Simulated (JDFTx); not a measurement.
An input for a modified build of JDFTx (V(110), CANDLE, water, 1 M KF; bohr, hartree) and the course of its log:

```
lattice \
  5.6359191941 2.8179595970 0.0000000000 \
  0.0000000000 3.9851966724 0.0000000000 \
  0.0000000000 0.0000000000 42.1408925792
coords-type Lattice
ion V 0.5000000000 0.0000000000 -0.1418525960 0
ion V 0.0000000000 0.0000000000 -0.0472841990 0
ion V 0.5000000000 0.0000000000 0.0472841990 0
ion V 0.0000000000 0.0000000000 0.1418525960 0
ion-species pseudo/v_pbe_v1.4.upf
elec-cutoff 30 150
elec-ex-corr gga-PBE
coulomb-interaction Slab 001
coulomb-truncation-embed 0 0 0
kpoint-folding 10 10 1
elec-smearing Fermi 0.01
elec-n-bands 37
electronic-scf nIterations 100 energyDiffThreshold 1e-08
fluid LinearPCM
pcm-variant CANDLE
fluid-solvent H2O
fluid-cation K+ 1
fluid-anion F- 1
fluid-minimize nIterations 400 knormThreshold 1e-11
wavefunction read vac.wfns
elec-initial-eigenvals vac.eigenvals
dump-name f0.$VAR
dump End State Ecomponents EigStats BandEigs Forces ElecDensity IonicPositions Fillings Kpoints Dtot FluidDebug BoundCharge FluidDensity
```

```
[one cycle in 5 is shown, and the last three; fluid-solver lines are left out]
	FillingsUpdate:  mu: -0.161898708  nElectrons: 52.000000
SCF: Cycle:  0   F: -286.861566578284567   dF: +3.547e-05   |Residual|: 1.219e-03   |deigs|: 2.930e-06
	FillingsUpdate:  mu: -0.159677951  nElectrons: 52.000000
SCF: Cycle:  5   F: -286.861613842404381   dF: -1.112e-06   |Residual|: 1.457e-04   |deigs|: 4.546e-04
	FillingsUpdate:  mu: -0.159272289  nElectrons: 52.000000
SCF: Cycle: 10   F: -286.861614134404704   dF: -6.877e-08   |Residual|: 1.341e-04   |deigs|: 4.858e-05
	FillingsUpdate:  mu: -0.159252537  nElectrons: 52.000000
SCF: Cycle: 15   F: -286.861614276678665   dF: -2.294e-07   |Residual|: 4.426e-05   |deigs|: 4.430e-05
	FillingsUpdate:  mu: -0.159299723  nElectrons: 52.000000
SCF: Cycle: 20   F: -286.861614230660905   dF: +4.331e-08   |Residual|: 5.046e-05   |deigs|: 5.288e-05
	FillingsUpdate:  mu: -0.159270350  nElectrons: 52.000000
SCF: Cycle: 25   F: -286.861614244331065   dF: +4.120e-08   |Residual|: 7.203e-05   |deigs|: 3.010e-05
	FillingsUpdate:  mu: -0.159269517  nElectrons: 52.000000
SCF: Cycle: 30   F: -286.861614219849969   dF: +7.374e-08   |Residual|: 9.087e-05   |deigs|: 2.742e-05
	FillingsUpdate:  mu: -0.159240203  nElectrons: 52.000000
SCF: Cycle: 35   F: -286.861614278346281   dF: -1.159e-07   |Residual|: 7.033e-05   |deigs|: 1.627e-05
	FillingsUpdate:  mu: -0.159243572  nElectrons: 52.000000
SCF: Cycle: 40   F: -286.861614213423422   dF: +7.458e-08   |Residual|: 4.584e-05   |deigs|: 1.111e-05
	FillingsUpdate:  mu: -0.159240773  nElectrons: 52.000000
SCF: Cycle: 45   F: -286.861614264146851   dF: -1.012e-07   |Residual|: 7.717e-05   |deigs|: 1.292e-05
	FillingsUpdate:  mu: -0.159268898  nElectrons: 52.000000
SCF: Cycle: 50   F: -286.861614028064025   dF: +2.285e-07   |Residual|: 1.367e-04   |deigs|: 2.336e-05
	FillingsUpdate:  mu: -0.159240628  nElectrons: 52.000000
SCF: Cycle: 55   F: -286.861614285059716   dF: -1.527e-07   |Residual|: 2.387e-05   |deigs|: 1.143e-05
	FillingsUpdate:  mu: -0.159229848  nElectrons: 52.000000
SCF: Cycle: 60   F: -286.861614282530581   dF: -4.914e-08   |Residual|: 2.349e-05   |deigs|: 3.738e-05
	FillingsUpdate:  mu: -0.159218482  nElectrons: 52.000000
SCF: Cycle: 65   F: -286.861614190188845   dF: +9.167e-08   |Residual|: 5.357e-05   |deigs|: 4.390e-05
	FillingsUpdate:  mu: -0.159249012  nElectrons: 52.000000
SCF: Cycle: 70   F: -286.861614295153174   dF: -8.803e-09   |Residual|: 4.243e-05   |deigs|: 4.409e-06
	FillingsUpdate:  mu: -0.159265974  nElectrons: 52.000000
SCF: Cycle: 75   F: -286.861614083014274   dF: +2.165e-07   |Residual|: 1.315e-04   |deigs|: 2.293e-05
	FillingsUpdate:  mu: -0.159287330  nElectrons: 52.000000
SCF: Cycle: 80   F: -286.861614260220165   dF: +3.149e-08   |Residual|: 5.423e-05   |deigs|: 4.727e-05
	FillingsUpdate:  mu: -0.159236644  nElectrons: 52.000000
SCF: Cycle: 85   F: -286.861614273666021   dF: -1.995e-08   |Residual|: 4.515e-05   |deigs|: 5.329e-05
	FillingsUpdate:  mu: -0.159250509  nElectrons: 52.000000
SCF: Cycle: 90   F: -286.861614289625095   dF: -5.461e-08   |Residual|: 5.523e-05   |deigs|: 1.147e-05
	FillingsUpdate:  mu: -0.159293636  nElectrons: 52.000000
SCF: Cycle: 95   F: -286.861614229222255   dF: +6.547e-08   |Residual|: 6.266e-05   |deigs|: 6.798e-05
	FillingsUpdate:  mu: -0.159256938  nElectrons: 52.000000
SCF: Cycle: 97   F: -286.861614294011019   dF: +1.281e-08   |Residual|: 3.839e-05   |deigs|: 1.007e-05
	FillingsUpdate:  mu: -0.159233104  nElectrons: 52.000000
SCF: Cycle: 98   F: -286.861614212515065   dF: +8.150e-08   |Residual|: 4.767e-05   |deigs|: 2.599e-05
	FillingsUpdate:  mu: -0.159250467  nElectrons: 52.000000
SCF: Cycle: 99   F: -286.861614300793576   dF: -8.828e-08   |Residual|: 3.786e-05   |deigs|: 1.918e-05
SCF: None of the convergence criteria satisfied after 100 iterations.
IonicMinimize: Iter:   0  F: -286.861614300793576  |grad|_K:  0.000e+00
IonicMinimize: Converged (|grad|_K<1.000000e-04).
```

This run gave no converged result. The loop ran out of cycles short of its threshold. It has stalled and not diverged: the last ten energies span 1e-07 Ha, so the total is near its end, but levels, forces and charges aren't shown converged.
